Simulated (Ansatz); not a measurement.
Te2W:
```yaml
crystal:
  lattice:
    - [6.65079, 0.00000, 0.00000]
    - [0.00000, 6.65079, 0.00000]
    - [0.00000, 0.00000, 3.67719]
  atoms:
    - { symbol: W, position: [0.00000, 0.00000, 0.00000] }
    - { symbol: W, position: [0.50000, 0.50000, 0.50000] }
    - { symbol: Te, position: [0.28720, 0.28720, 0.00000] }
    - { symbol: Te, position: [0.78720, 0.21280, 0.50000] }
    - { symbol: Te, position: [0.21280, 0.78720, 0.50000] }
    - { symbol: Te, position: [0.71280, 0.71280, 0.00000] }
```

Relaxed with PBE. Special points in fractions of this cell's reciprocal vectors: Γ (0.000, 0.000, 0.000); X (0.000, 0.500, 0.000); M (0.500, 0.500, 0.000); Z (0.000, 0.000, 0.500); R (0.000, 0.500, 0.500); A (0.500, 0.500, 0.500).

**Question.** List the band energies nearest the Fermi level at these points for DFT-PBE in the program Ansatz with PAW potentials.

**Answer.** In eV from the Fermi level; about four levels below and three above (degenerate sets whole), none deeper than 8.9 eV; points with the same levels are listed once.

```csv
k,below,above
Γ,-0.46 -0.46 -0.18 -0.18,0.68 0.85 1.24
X,-1.41 -1.41 -0.52 -0.52,0.68 0.68 0.81 0.81
M,-0.45 -0.45 -0.45 -0.45,1.65 1.65 1.83 1.83
Z,-3.03 -3.03 -2.49 -2.49,0.25 0.25 0.84 0.84
R,-1.40 -1.40 -1.32 -1.32,0.82 0.82 1.26 1.26
A,-2.17 -2.17 -1.40 -1.40,0.02 0.02 0.10 0.10
```

Space group P4_2/mnm. A made-up cell: these elements were put on the sites of a structure type; neither database checked (COD, Materials Project) lists it. COD files the formula under space group No. 31, so this cell is another polymorph or a model. Whether it is the stable phase at ambient conditions was not checked. Symmetry was held in the PBE relaxation; whether a distortion lowers the energy is not shown. No spin polarisation was allowed. Scalar-relativistic: spin–orbit coupling is off unless named, which matters more the heavier the elements.

Potentials: the later of the program's two PAW sets.
